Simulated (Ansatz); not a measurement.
CdS:
Space group P6₃mc (No. 186); a = b = 4.197 Å, c = 6.828 Å, α = β = 90.00°, γ = 120.00°

```
atom  site  symmetry       x       y       z
----  ----  --------  ------  ------  ------
Cd      2b       3m.  0.6667  0.3333  0.0009
S       2b       3m.  0.3333  0.6667  0.1243
```

Relaxed with PBE.

Task: Which orbitals make up the states near the band edges in DFT-PBE in the program Ansatz with PAW potentials?

Result: Top 1 eV of the valence band: S 3p 90 %, Cd 4d 6 %. Bottom 1 eV of the conduction band: Cd 5s 57 %, S 3p 21 %, S 3s 20 %. Projections are on Löwdin-orthogonalised atomic valence shells; empty p or d shells of many metals are not among them.

Task: Tabulate the density of states.

Result: States/eV per cell of 4 atoms, in 0.25 eV bins, energy from the valence-band maximum.

```csv
E (eV),total,Cd 4d,S 3p,Cd 5s
-7.85,0.00,0.00,0.00,0.00
-7.60,3.34,3.11,0.23,0.00
-7.35,34.52,32.63,1.71,0.11
-7.10,30.82,30.37,0.26,0.09
-6.85,6.86,6.22,0.11,0.12
-6.60,4.47,4.01,0.03,0.03
-6.35,0.00,0.00,0.00,0.00
-6.10,0.00,0.00,0.00,0.00
-5.85,0.00,0.00,0.00,0.00
-5.60,0.00,0.00,0.00,0.00
-5.35,0.00,0.00,0.00,0.00
-5.10,0.00,0.00,0.00,0.00
-4.85,0.00,0.00,0.00,0.00
-4.60,0.00,0.00,0.00,0.00
-4.35,0.00,0.00,0.00,0.00
-4.10,0.04,0.00,0.03,0.01
-3.85,3.87,0.09,2.50,1.20
-3.60,4.15,0.14,2.63,1.24
-3.35,2.63,0.13,1.66,0.68
-3.10,1.50,0.09,0.94,0.35
-2.85,1.07,0.07,0.69,0.22
-2.60,1.18,0.06,0.87,0.15
-2.35,2.50,0.11,2.09,0.16
-2.10,2.31,0.11,1.95,0.12
-1.85,3.51,0.16,3.06,0.10
-1.60,3.78,0.17,3.35,0.08
-1.35,4.25,0.21,3.77,0.06
-1.10,6.31,0.33,5.67,0.05
-0.85,5.26,0.30,4.74,0.03
-0.60,3.21,0.20,2.90,0.01
-0.35,1.81,0.12,1.65,0.00
-0.10,0.62,0.04,0.57,0.00
0.15,0.00,0.00,0.00,0.00
0.40,0.00,0.00,0.00,0.00
0.65,0.00,0.00,0.00,0.00
0.90,0.00,0.00,0.00,0.00
1.15,0.00,0.00,0.00,0.00
1.40,0.01,0.00,0.00,0.01
1.65,0.05,0.00,0.01,0.03
1.90,0.09,0.00,0.02,0.05
2.15,0.14,0.00,0.03,0.08
2.40,0.21,0.00,0.05,0.12
2.65,0.32,0.00,0.08,0.17
2.90,0.59,0.00,0.14,0.33
3.15,0.92,0.00,0.22,0.49
3.40,2.18,0.00,0.47,1.06
3.65,2.40,0.00,0.53,1.14
3.90,2.88,0.01,0.65,1.27
4.15,2.98,0.01,0.70,1.28
4.40,1.74,0.00,0.45,0.78
4.65,1.15,0.00,0.31,0.51
4.90,0.40,0.00,0.09,0.15
5.15,0.92,0.00,0.09,0.10
5.40,5.36,0.01,0.46,0.50
5.65,3.75,0.01,0.31,0.32
5.90,3.16,0.01,0.22,0.24
```

Space group P6_3mc (wurtzite). The cell was relaxed with PBE under the symmetry of its start; phonons on a q-mesh show no instability. Spin–orbit coupling is left out wherever it is not named.

Potentials: the later of the program's two PAW sets.
